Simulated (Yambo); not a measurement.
Yambo run on RbBr (rock salt, space group Fm-3m, No. 225). The wavefunctions come from this Quantum ESPRESSO step (PBEsol, PseudoDojo standard norm-conserving files, scalar-relativistic):

```
&CONTROL
  calculation = 'nscf'
  pseudo_dir = './pseudo'
  outdir = './out'
/
&SYSTEM
  ibrav = 0
  nat = 2
  ntyp = 2
  ecutwfc = 46.0
  ecutrho = 184.0
  occupations = 'fixed'
  force_symmorphic = .true.
  nbnd = 146
/
&ELECTRONS
  conv_thr = 2e-09
  diago_full_acc = .true.
  diago_thr_init = 1e-08
/
ATOMIC_SPECIES
Br 79.9040 Br.upf
Rb 85.4678 Rb.upf
CELL_PARAMETERS angstrom
  0.000000000000   3.421605092000   3.421605092000
  3.421605092000   0.000000000000   3.421605092000
  3.421605092000   3.421605092000   0.000000000000
ATOMIC_POSITIONS crystal
Br   0.500000000000   0.500000000000   0.500000000000
Rb   0.000000000000   0.000000000000   0.000000000000
K_POINTS automatic
4 4 4 0 0 0
```

Yambo input:

```
rim_cut
gw0
dyson
el_el_corr
HF_and_locXC
ppa
em1d
RandQpts= 1000000
RandGvec= 1 Ry
EXXRLvcs= 46 Ry
VXCRLvcs= 184 Ry
Chimod= "HARTREE"
% BndsRnXp
 1 | 145 |
%
NGsBlkXp= 8 Ry
% LongDrXp
 1.0 | 1.0 | 1.0 |
%
PPAPntXp= 27.2114 eV
% GbndRnge
 1 | 145 |
%
GTermKind= "BG"
DysSolver= "n"
ExtendOut
% QPkrange
 1 | 1 | 8 | 9 |
 3 | 3 | 8 | 9 |
 7 | 7 | 8 | 9 |
 8 | 8 | 8 | 9 |
%
```

k points by index: 1 = Γ, 3 = L, 7 = X, 8 = W.

The o-*.qp file then holds:

```
#    K-point    Band    Eo [eV]    E [eV]    E-Eo [eV]    Vxc [eV]    Vnlxc [eV]    Sc|Eo [eV]    Sc|E [eV]    dSc/dw|Eo [eV]    Re(Z)    Im(Z)
#
    1    8    0.000000    -1.923479    -1.923479    -12.55978    -16.47527    1.564386    1.992011    -6.049026    0.818127    -0.001785
    1    9    4.224275    4.875985    0.651710    -6.589413    -2.972254    -2.871544    -2.965448    -3.920326    0.874072    -0.917331E-3
    3    8    -0.366793    -2.320177    -1.953384    -12.09037    -16.08893    1.606702    2.045182    -6.107537    0.816690    -0.001977
    3    9    6.684515    7.382091    0.697576    -6.570668    -2.869244    -2.903084    -3.003848    -3.930212    0.873795    -0.797199E-3
    7    8    -0.161971    -2.108655    -1.946684    -12.41352    -16.39228    1.596893    2.032078    -6.082399    0.817305    -0.002202
    7    9    5.498917    6.298543    0.799626    -6.483192    -2.776093    -2.792481    -2.907473    -3.912710    0.874286    -0.934057E-3
    8    8    -0.357266    -2.337925    -1.980660    -12.13211    -16.15019    1.592549    2.037419    -6.110714    0.816606    -0.002990
    8    9    6.982685    7.843853    0.861168    -7.129494    -3.172083    -2.964923    -3.096242    -4.148974    0.867699    -0.974706E-3
```
(The two width columns are left out.) Convergence of these settings isn't established.

Spin-orbit coupling is not included.

Geometry relaxed with PBEsol.
